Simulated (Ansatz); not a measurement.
## TiN: zone-centre modes

The calculation used Ansatz, DFT PBE, scalar-relativistic, plane waves, PAW. Cutoff 420 eV, Γ-centred 24×24×24 k-points, Gaussian smearing of 0.15 eV. No spin polarisation.

Reference structure (relaxed at this level):

```
Ti N
1.0
     0.00000    2.12342    2.12342
     2.12342    0.00000    2.12342
     2.12342    2.12342    0.00000
Ti N
1 1
Direct
  0.00000 0.00000 0.00000
  0.50000 0.50000 0.50000
```

Harmonic modes by finite displacements of 0.02 Å, without the LO–TO term.

Question: At this geometry, is the structure stable against these modes?

Answer: Yes: no mode is imaginary beyond 10 cm⁻¹, and only the three translations lie near zero.

Question: List the wavenumbers in cm⁻¹.

Answer: 0, 0, 0, 505, 505, 505.

Cost: 1 run of about 0.9 core-minutes, on Arm Neoverse V1 (shared hosts).